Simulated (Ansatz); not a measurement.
Method: DFT PBE, scalar-relativistic, plane waves, PAW (Ansatz). Settings: cutoff 420 eV, Γ-centred meshes spaced at most about 0.3 Å⁻¹ (2π included), Gaussian smearing. No spin polarisation in the final relaxations.

Temperature and zero-point effects are left out.

Compare these two cells of Sn4Se3S, each relaxed at this level.

A.

```yaml
crystal:
  lattice:
    - [-3.00691, 3.00691, 6.00814]
    - [3.00691, -3.00691, 6.00814]
    - [3.00691, 3.00691, -6.00814]
  atoms:
    - { symbol: Sn, position: [0.50000, 0.00000, 0.50000] }
    - { symbol: Sn, position: [0.25672, 0.25672, 0.00000] }
    - { symbol: Sn, position: [0.00000, 0.50000, 0.50000] }
    - { symbol: Sn, position: [0.74328, 0.74328, 0.00000] }
    - { symbol: Se, position: [0.75000, 0.25000, 0.50000] }
    - { symbol: Se, position: [0.25000, 0.75000, 0.50000] }
    - { symbol: Se, position: [0.00000, 0.00000, 0.00000] }
    - { symbol: S, position: [0.50000, 0.50000, 0.00000] }
```

B.

```yaml
crystal:
  lattice:
    - [4.32827, -4.24356, 0.00000]
    - [4.32827, 4.24356, 0.00000]
    - [-4.20352, 0.00000, 6.06508]
  atoms:
    - { symbol: Sn, position: [0.49915, 0.97894, 0.00710] }
    - { symbol: Sn, position: [0.23474, 0.23474, 0.48765] }
    - { symbol: Sn, position: [0.97894, 0.49915, 0.00710] }
    - { symbol: Sn, position: [0.73100, 0.73100, 0.47559] }
    - { symbol: Se, position: [0.74962, 0.25501, 0.49162] }
    - { symbol: Se, position: [0.25501, 0.74962, 0.49162] }
    - { symbol: Se, position: [0.01421, 0.01421, 0.01633] }
    - { symbol: S, position: [0.53720, 0.53720, 0.02299] }
```

Question: Which form is favoured at zero pressure, and by what margin per atom?

Answer: B is lower, by 6 meV/atom. A has Se and S ordered on rock salt sites, space group I4/mmm (No. 139), 27.2 Å³/atom and a gap of 0.14 eV on its mesh; B has Se and S ordered on rock salt sites, space group Cm (No. 8), 27.8 Å³/atom and a gap of 0.42 eV. Counting S or Se atoms around Sn (for each partner element, those within 1.25 times its shortest distance or 1.15 times the sum of covalent radii, where it is the nearest in units of that sum or under 1.3; a plus sign parts groups by distance over the sum of covalent radii; a slash parts the counts of unlike sites), A has Sn 6 and B has Sn 5/5+1/6. In A, Sn on a site of symmetry mmm has 4 Se at 3.00–3.01 Å and 2 S at 3.01 Å; Se on a site of symmetry -4m2 has 6 Sn at 3.00–3.01 Å; S has 6 Sn at 2.92–3.01 Å; 2 more sites not described. In B, around Sn on a site of symmetry 1 lie 1 S at 2.73 Å, 4 Se at 2.95–3.13 Å and 1 S at 3.35 Å; around Se on a site of symmetry 1 lie 6 Sn at 2.93–3.13 Å; S has 3 Sn at 2.73–2.75 Å and 3 Sn at 3.27–3.35 Å; 3 more sites not described. Both come from invented guesses. A third cell relaxed alike, in Cm, lies 8 meV/atom below the lower of the two.

Kohn–Sham gaps at this level usually fall short of measured ones. Cells relaxed within their symmetry can be saddle points. The Cm cell of Sn4Se3S came from shaking the I4/mmm one.
